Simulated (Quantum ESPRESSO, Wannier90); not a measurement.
# Wannier functions of HgS (zinc blende)

Materials Project entry mp-1123; symmetrised, unrelaxed at this level. COD (Crystallography Open Database) has the formula in 4 space groups, this one among them (matched by group alone). Method: PBEsol plane waves in Quantum ESPRESSO 7.5 (PseudoDojo norm-conserving files, 53 Ry, spinors with spin-orbit coupling), Bloch states on a 8×8×8 mesh through Γ, Wannier90 4.0.1. Density: 10×10×10 mesh, Gaussian smearing 0.01 Ry. With spin-orbit coupling a semilocal functional can close or falsely invert a small gap; the band order was not checked against a better method.

```
begin unit_cell_cart
ang
    0.0000000000    2.9696650000    2.9696650000
    2.9696650000    0.0000000000    2.9696650000
    2.9696650000    2.9696650000    0.0000000000
end unit_cell_cart
mp_grid = 8 8 8
```

Task: Which shells of neighbouring k-points and which b-vectors and weights does Wannier90 pick for this cell and mesh?

Result: 
```
 *---------------------------------- K-MESH ----------------------------------*
 +----------------------------------------------------------------------------+
 |                    Distance to Nearest-Neighbour Shells                    |
 |                    ------------------------------------                    |
 |          Shell             Distance (Ang^-1)          Multiplicity         |
 |          -----             -----------------          ------------         |
 |             1                   0.229041                      8            |
 |             2                   0.264474                      6            |
 |             3                   0.374022                     12            |
 |             4                   0.438580                     24            |
 |             5                   0.458082                      8            |
 |             6                   0.528947                      6            |
 |             7                   0.576407                     24            |
 |             8                   0.591381                     24            |
       ... (lines left out)
 +----------------------------------------------------------------------------+
 | The b-vectors are chosen automatically                                     |
 | The following shells are used:                       1                     |
 +----------------------------------------------------------------------------+
 |                        Shell   # Nearest-Neighbours                        |
 |                        -----   --------------------                        |
 |                          1               8                                 |
 +----------------------------------------------------------------------------+
 | Completeness relation is fully satisfied [Eq. (B1), PRB 56, 12847 (1997)]  |
 +----------------------------------------------------------------------------+
 |                  b_k Vectors (Ang^-1) and Weights (Ang^2)                  |
 |                  ----------------------------------------                  |
 |            No.         b_k(x)      b_k(y)      b_k(z)        w_b           |
 |            ---        --------------------------------     --------        |
 |             1         0.132237    0.132237   -0.132237     7.148339        |
 |             2         0.132237   -0.132237    0.132237     7.148339        |
 |             3        -0.132237    0.132237    0.132237     7.148339        |
 |             4         0.132237    0.132237    0.132237     7.148339        |
 |             5        -0.132237   -0.132237    0.132237     7.148339        |
 |             6        -0.132237    0.132237   -0.132237     7.148339        |
 |             7         0.132237   -0.132237   -0.132237     7.148339        |
 |             8        -0.132237   -0.132237   -0.132237     7.148339        |
```
